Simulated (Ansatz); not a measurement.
Relaxed candidate structures of TiO2:

A. P4₂/mnm (No. 136), tP6, rutile type; a = b = 4.5911 Å, c = 2.9390 Å, α = β = γ = 90.00°; Ti 2a (0.000, 0.000, 0.000); O 4g (0.196, 0.196, 0.500)

B. Pbcn (No. 60), oP12; a = 4.538 Å, b = 5.495 Å, c = 4.879 Å, α = β = γ = 90.00°; Ti 4c (0.000, 0.175, 0.250); O 8d (0.272, 0.382, 0.081)

C. C2/m (No. 12), mS24; a = 12.159 Å, b = 3.730 Å, c = 6.533 Å, α = 90.00°, β = 106.95°, γ = 90.00°; Ti 4i (0.195, 0.000, 0.284); Ti 4i (0.101, 0.000, 0.709); O 4i (0.058, 0.000, 0.370); O 4i (0.362, 0.000, 0.295); O 4i (0.134, 0.000, 0.003); O 4i (0.264, 0.000, 0.652)

Put the candidates in order of energy per atom, lowest first, for PBEsol (plane waves to 420 eV, PAW, scalar-relativistic; Ansatz, a quantum-chemistry and plane-wave program).

C (reference), B (+12 meV/atom), A (+20 meV/atom)

Give each candidate's band gap.

No candidate is metallic. A: 1.87 eV (no spin-orbit coupling); B: 2.66 eV (no spin-orbit coupling); C: 2.81 eV (no spin-orbit coupling).

The lowest structure calculated, I4₁/amd, tI12, anatase type, is not among these; it lies under 0.01 eV/atom below the lowest of them. 1 run with a doubtful electronic state, a coarser numerical grid, an end not at rest or a source that can't be used is left out. 1 generated cell of layers, chains or molecules, poorly bound without dispersion, is left out. Each run could gain symmetry but not lose that of its start, so entries can be saddle points.  Energies are at zero temperature and pressure, without zero-point motion. The runs use different k-meshes, so differences are rounded accordingly. No spin polarisation in the result. Gaps of cells over 8 atoms come from the SCF mesh and high-symmetry points alone.
